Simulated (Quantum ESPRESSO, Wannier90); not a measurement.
**Tight-binding from DFT: CuRhO2 (R-3m)**

Cell from Materials Project (mp-14116), symmetrised, no further relaxation. COD (Crystallography Open Database) has an entry of this formula and space group (matched by these alone). Method: PBEsol plane waves in Quantum ESPRESSO 7.5 (PseudoDojo norm-conserving files, 74 Ry, spinors with spin-orbit coupling), Bloch states on a 6×6×6 mesh through Γ, Wannier90 4.0.1. Density: 12×12×12 mesh, Gaussian smearing 0.01 Ry. A non-magnetic state is assumed, with no Hubbard U; filled 3d bands tend to lie too high at this level.

On the energy scale of pw.x, whose zero is arbitrary, the valence-band maximum lies at 12.60 eV.

Input w.win:

```
num_bands = 2
num_wann = 2
exclude_bands = 3-78
spinors = true
num_iter = 1000
conv_tol = 1.0e-6
conv_window = 4
write_hr = true
write_u_matrices = true
auto_projections = true
begin unit_cell_cart
ang
   -1.5429549018    2.6724762836    0.0000000000
   -3.0859098035    0.0000000000    0.0000000000
   -1.5429549018    0.8908254279    5.6884470000
end unit_cell_cart
begin atoms_frac
Cu   0.0000000000  0.0000000000  0.0000000000
Rh   0.5000000000  0.5000000000  0.5000000000
O    0.1071630000  0.1071630000 -0.3214890000
O   -0.1071630000 -0.1071630000  0.3214890000
end atoms_frac
mp_grid = 6 6 6
begin kpoints
0.0000000000 0.0000000000 0.0000000000
0.0000000000 0.0000000000 0.1666666667
0.0000000000 0.0000000000 0.3333333333
... (213 more lines: the 6x6x6 mesh through Gamma)
end kpoints
```

Input of pw2wannier90.x that gives the overlap and projection files (equivalent; here they were cut from one run over all bands):

```
&inputpp
  outdir = './out'
  prefix = 'pwscf'
  seedname = 'w'
  write_amn = .true.
  write_mmn = .true.
  atom_proj = .true.
  atom_proj_exclude = 3 4 5 6 7 8 9 10 11 12 13 14 15 16 17 18 19 20 21 22 23 24 25 26 27 28 29 30 31 32 33 34 35 36 37 38 39 40 41 42 43 44 45 46 47 48 49 50 51 52 53 54 55 56
/
```

Output w.wout (banner and timings cut):

```
                                    ------
                                    SYSTEM
                                    ------

                              Lattice Vectors (Ang)
                    a_1    -1.542955   2.672476   0.000000
                    a_2    -3.085910   0.000000   0.000000
                    a_3    -1.542955   0.890825   5.688447

                   Unit Cell Volume:      46.91274  (Ang^3)

                        Reciprocal-Space Vectors (Ang^-1)
                    b_1     0.000000   2.351072  -0.368184
                    b_2    -2.036088  -1.175536  -0.368184
                    b_3     0.000000   0.000000   1.104552

 *----------------------------------------------------------------------------*
 |   Site       Fractional Coordinate          Cartesian Coordinate (Ang)     |
 +----------------------------------------------------------------------------+
 | cu   1   0.00000   0.00000   0.00000   |   -0.00000   0.00000   0.00000    |
 | rh   1   0.50000   0.50000   0.50000   |   -3.08591   1.78165   2.84422    |
 | o    1   0.10716   0.10716  -0.32149   |    0.00000  -0.00000  -1.82877    |
 | o    2  -0.10716  -0.10716   0.32149   |   -0.00000   0.00000   1.82877    |
 *----------------------------------------------------------------------------*
                                ------------
                                K-POINT GRID
                                ------------

             Grid size =  6 x  6 x  6      Total points =  216

 *---------------------------------- MAIN ------------------------------------*
 |  Number of Wannier Functions               :                 2             |
 |  Number of Objective Wannier Functions     :                 2             |
 |  Number of input Bloch states              :                 2             |
 |  Output verbosity (1=low, 5=high)          :                 1             |
 |  Timing Level (1=low, 5=high)              :                 1             |
 |  Optimisation (0=memory, 3=speed)          :                 3             |
 |  Length Unit                               :               Ang             |
 |  Post-processing setup (write *.nnkp)      :                 F             |
 |  Using Gamma-only branch of algorithms     :                 F             |
 *----------------------------------------------------------------------------*
 *------------------------------- WANNIERISE ---------------------------------*
 |  Total number of iterations                :              1000             |
 |  Number of CG steps before reset           :                 5             |
 |  Trial step length for line search         :             2.000             |
 |  Convergence tolerence                     :         0.100E-05             |
 |  Convergence window                        :                 4             |
 |  Iterations between writing output         :                 1             |
 |  Iterations between backing up to disk     :               100             |
 |  Write r^2_nm to file                      :                 F             |
 |  Write xyz WF centres to file              :                 F             |
 |  Write on-site energies <0n|H|0n> to file  :                 F             |
 |  Use guiding centre to control phases      :                 F             |
 |  Use phases for initial projections        :                 F             |
 *----------------------------------------------------------------------------*
 *-------------------------------- PLOTTING ----------------------------------*
 |  Plotting Hamiltonian in WF basis          :                 T             |
 *----------------------------------------------------------------------------*

       ... (k-mesh section left out)

 Starting a new Wannier90 calculation ...

 Reading overlaps from w.mmn

 Reading projections from w.amn

 *------------------------------- WANNIERISE ---------------------------------*
 +--------------------------------------------------------------------+<-- CONV
 | Iter  Delta Spread     RMS Gradient      Spread (Ang^2)            |<-- CONV
 +--------------------------------------------------------------------+<-- CONV

 ------------------------------------------------------------------------------
 Initial State
  WF centre and spread    1  ( -0.000000, -0.000000, -0.000000 )     0.15408940
  WF centre and spread    2  (  0.000000, -0.000000, -0.000000 )     0.15408940
  Sum of centres and spreads (  0.000000, -0.000000, -0.000000 )     0.30817881

      0     0.308E+00     0.0000000000        0.3081788075  <-- CONV
        O_D=      0.0000000 O_OD=      0.0000000 O_TOT=      0.3081788 <-- SPRD
 ------------------------------------------------------------------------------
      1     0.000E+00     0.0000000125        0.3081788075  <-- CONV
        O_D=      0.0000000 O_OD=      0.0000000 O_TOT=      0.3081788 <-- SPRD
      2     0.000E+00     0.0000000124        0.3081788075  <-- CONV
        O_D=      0.0000000 O_OD=      0.0000000 O_TOT=      0.3081788 <-- SPRD
      3     0.000E+00     0.0000000123        0.3081788075  <-- CONV
        O_D=      0.0000000 O_OD=      0.0000000 O_TOT=      0.3081788 <-- SPRD
      4     0.000E+00     0.0000000122        0.3081788075  <-- CONV
        O_D=      0.0000000 O_OD=      0.0000000 O_TOT=      0.3081788 <-- SPRD
             <<<     Delta < 1.000E-06  over  4 iterations     >>>
             <<< Wannierisation convergence criteria satisfied >>>
 Final State
  WF centre and spread    1  ( -0.000000, -0.000000, -0.000000 )     0.15408940
  WF centre and spread    2  (  0.000000, -0.000000, -0.000000 )     0.15408940
  Sum of centres and spreads (  0.000000, -0.000000, -0.000000 )     0.30817881

         Spreads (Ang^2)       Omega I      =     0.308178807
        ================       Omega D      =     0.000000000
                               Omega OD     =     0.000000000
    Final Spread (Ang^2)       Omega Total  =     0.308178807
```
